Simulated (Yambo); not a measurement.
BP (zinc blende, space group F-43m, No. 216): a test of whether the lowest BSE state is resolved, against the k mesh (Yambo, LDA bands; otherwise 3 valence and 3 conduction bands, static screening with 11 bands and a 4 Ry block, scissor 0.90 eV, Tamm-Dancoff).

| k mesh | direct gap (eV) | lowest state (eV) | difference (eV) | k points taking part | rough cost |
|---|---|---|---|---|---|
| 4×4×4 | 4.35 | 4.10 | 0.25 | 1.0 | about 1/30 |
| 6×6×6 | 4.35 | 4.13 | 0.21 | 1.0 | about 1/10 |
| 8×8×8 | 4.35 | 4.17 | 0.18 | 1.0 | about 1/3 |
| 10×10×10 | 4.35 | 4.20 | 0.14 | 1.0 | 1 |

The last step moves the difference by 0.03 eV. Even the densest mesh doesn't resolve the state: none of these energies is a result, and the difference is no binding energy.

These are vertical excitations (zero momentum); the indirect quasiparticle gap, about 2.03 eV, is smaller than the direct one (4.35 eV on the GW mesh). The scissor comes from a G0W0 run whose convergence isn't established; costs are rough.

Geometry relaxed with LDA; primitive cell a = b = c = 3.173 Å, α = β = γ = 60.00°.
